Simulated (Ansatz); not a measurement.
Te2Mo:
```
CELL_PARAMETERS angstrom
      3.49665     0.00000     0.00000
     -1.74832     3.02819     0.00000
      0.00000     0.00000    13.70165
ATOMIC_POSITIONS crystal
  Te 0.33333 0.66667 0.61738
  Te 0.66667 0.33333 0.38262
  Te 0.66667 0.33333 0.11738
  Te 0.33333 0.66667 0.88262
  Mo 0.33333 0.66667 0.25000
  Mo 0.66667 0.33333 0.75000
```

Relaxed with PBE+D3(BJ). Special points in fractions of this cell's reciprocal vectors: Γ (0.000, 0.000, 0.000); M (0.500, 0.000, 0.000); K (0.333, 0.333, 0.000); A (0.000, 0.000, 0.500); L (0.500, 0.000, 0.500); H (0.333, 0.333, 0.500).

### Question
List the band energies nearest the valence-band maximum at these points for PBE+D3(BJ) with spin–orbit coupling in the plane-wave PAW code Ansatz.

### Answer
In eV from the valence-band maximum; about four levels below and three above (degenerate sets whole), none deeper than 8.9 eV; points with the same levels are listed once.

```json
[
 {"k": "Γ", "below": "-0.25 -0.25 0.00 0.00", "above": "2.51 2.51 2.69 2.69"},
 {"k": "M", "below": "-0.64 -0.64 -0.27 -0.27", "above": "1.24 1.24 1.31 1.31"},
 {"k": "K", "below": "-0.43 -0.43 -0.06 -0.06", "above": "0.90 0.90 0.95 0.95"},
 {"k": "A", "below": "-0.07 -0.07 -0.07 -0.07", "above": "2.55 2.55 2.55 2.55"},
 {"k": "L", "below": "-0.46 -0.46 -0.46 -0.46", "above": "1.26 1.26 1.26 1.26"},
 {"k": "H", "below": "-0.39 -0.39 -0.19 -0.19", "above": "0.96 0.96 1.00 1.00"}
]
```

Space group P6_3/mmc. The cell was relaxed with PBE+D3(BJ) under the symmetry of its start. No spin polarisation was allowed.

Potentials: the earlier of the program's two PAW sets.
